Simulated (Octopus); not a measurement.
## Si (Fd-3m, No. 227): Octopus summary

Si (Fd-3m, No. 227):
```
Si
1.0
    0.00000     2.72185     2.72185
    2.72185     0.00000     2.72185
    2.72185     2.72185     0.00000
Si
2
Direct
  0.75000   0.75000   0.75000
  0.50000   0.50000   0.50000
```
The cell is a database entry, not relaxed again.

Computed with Octopus (real-space grid): LDA, grid spacing about 0.24 Å, Γ-centred 6×6×6 k-mesh, Fermi-Dirac smearing of 0.03 eV, no spin polarisation, Troullier-Martins for Si.

**Question.** What band gap does LDA give on the standard high-symmetry path?

**Answer.** 0.53 eV, from Γ to between Γ and X; smallest direct gap on the path 2.55 eV. A grid finer by a fifth moves the gap between mesh points by under 0.01 eV.

**Question.** And the TB09 (mBJ) potential on the same cell, with the same potentials?

**Answer.** 1.06 eV, from Γ to between Γ and X; smallest direct gap on the path 3.06 eV. With pseudopotentials TB09 takes its parameter c from the valence density, so the gap is not the all-electron TB09 value and can miss it by tenths of an eV or more, either way.
